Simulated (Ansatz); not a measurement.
Relaxed-ion elastic tensor of FeS2 in space group Pa-3 (No. 205; Fe on 4a, S on 8c) in GPa (Voigt order), DFT-LDA in the program Ansatz with PAW potentials; density 5.40 g/cm³, 12.30 Å³ per atom.

```
 487  51.4  51.4   0.0   0.0   0.0
51.4   487  51.4   0.0   0.0   0.0
51.4  51.4   487   0.0   0.0   0.0
 0.0   0.0   0.0   133   0.0   0.0
 0.0   0.0   0.0   0.0   133   0.0
 0.0   0.0   0.0   0.0   0.0   133
```

Q: Is the crystal mechanically stable?

A: Yes: the smallest eigenvalue of C is 133 GPa.

Q: Work out the Voigt, Reuss and Hill averages.

A: K_V = 197, K_R = 197, K_H = 197; G_V = 167, G_R = 157, G_H = 162 GPa.

Q: Give Young's modulus, Poisson's ratio, Pugh's ratio and the universal anisotropy index.

A: E = 9KG/(3K + G) = 381 GPa; ν = 0.18; K/G = 1.21 (brittle by the Pugh limit of 1.75); A_U = 5G_V/G_R + K_V/K_R − 6 = 0.30.

Q: Estimate the sound speeds and the Debye temperature.

A: v_l = √((K + 4G/3)/ρ) = 8740 m/s, v_t = √(G/ρ) = 5480 m/s, mean 6030 m/s; Θ = (h/k)(3n/4πV)^(1/3) v_m = 778 K.

Q: Give the Zener ratio and Young's modulus along [100], [110] and [111].

A: A = 2C44/(C11 − C12) = 0.61; 1/E = S11 − 2(S11 − S12 − S44/2)Γ with Γ = 0, 1/4, 1/3 gives 477, 353, 325 GPa.

The cell was relaxed with LDA under the symmetry of its start; phonons on a q-mesh show no instability. No spin polarisation was allowed.

Potentials: the later of the program's two PAW sets.
